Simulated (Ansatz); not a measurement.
TiSi2:
```cif
data_Si16Ti8
_chemical_formula_sum 'Si16 Ti8'
_space_group_name_H-M_alt 'Fddd :1'
_space_group_IT_number 70
_space_group_name_Hall 'F 2 2 -1d'
_cell_length_a 4.80185
_cell_length_b 8.26425
_cell_length_c 8.57162
_cell_angle_alpha 90.000
_cell_angle_beta 90.000
_cell_angle_gamma 90.000
loop_
_atom_site_label
_atom_site_type_symbol
_atom_site_symmetry_multiplicity
_atom_site_Wyckoff_symbol
_atom_site_fract_x
_atom_site_fract_y
_atom_site_fract_z
_atom_site_occupancy
Si1 Si 16 f 0.00000 0.33734 0.00000 1
Ti1 Ti 8 a 0.00000 0.00000 0.00000 1
```
(The calculation used a cell of 6 atoms; values per cell refer to that cell.)

Relaxed at zero pressure with PBE in the plane-wave PAW code Ansatz.

### Question
The volume is raised by 3 % and shape and atoms relax at that volume. What pressure results, and how do the axes share the change?

### Answer
-3.9 GPa; a 1.1 %, b 1.2 %, c 0.7 %; the energy rises by 5 meV/atom.

### Question
Give the new structure.

### Answer

Space group Fddd, origin choice 1 (No. 70); a = 4.8524 Å, b = 8.3623 Å, c = 8.6344 Å, α = 90.00°, β = 90.00°, γ = 90.00°

```json
[
 {"atom": "Si", "site": "16f", "symmetry": ".2.", "x": "0.0000", "y": "0.3375", "z": "0.0000"},
 {"atom": "Ti", "site": "8a", "symmetry": "222", "x": "0.0000", "y": "0.0000", "z": "0.0000"}
]
```

The phase is kept; no other phase was compared at this pressure.

The cell was relaxed with PBE under the symmetry of its start. The run is not spin-polarised.

Potentials: the later of the program's two PAW sets.
